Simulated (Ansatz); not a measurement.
Given:

Sr3BiN:
```xyz
5
Lattice="5.1080 0.0000 0.0000 0.0000 5.1080 0.0000 0.0000 0.0000 5.1080" Properties=species:S:1:pos:R:3 pbc="T T T"
Sr     2.5540     2.5540     0.0000
Sr     0.0000     2.5540     2.5540
Sr     2.5540     0.0000     2.5540
Bi     0.0000     0.0000     0.0000
N      2.5540     2.5540     2.5540
```

This is the LDA-relaxed structure.

Question: All from LDA in the plane-wave PAW code Ansatz, unless another level is named. Predict the electron effective mass, band 1 of 2 at the edge.

Answer: 0.66 along [100], 0.17 along [110], 0.098 along [111] (mₑ).

Question: Predict the hole effective mass, band 2 of 3 at the edge.

Answer: 0.33 along [100], 0.10 along [110], 0.13 along [111] (mₑ).

Question: What about the hole effective mass, band 3 of 3 at the edge?

Answer: 0.042 along [100], 0.059 along [110], 0.068 along [111] (mₑ).

Question: What about the weight of the conduction-edge state by species (Voronoi cells)?

Answer: Sr 80 %, Bi 19 %.

Question: Give the weight of the valence-edge state by species (Voronoi cells).

Answer: N 66 %, Bi 23 %, Sr 11 %.

Space group Pm-3m (anti-perovskite). The workflow started from a Materials Project entry (that database holds measured and hypothetical structures alike); the Crystallography Open Database copy checked does not list it. Its standing as an ambient phase is unchecked. The cell was relaxed with LDA under the symmetry of its start; of distortions, only those at the zone centre were tested. Scalar-relativistic: spin–orbit coupling is off unless named, which matters more the heavier the elements.

Potentials: the later of the program's two PAW sets.

Edges and masses are those of Kohn–Sham bands, whose gap is no quasiparticle gap.
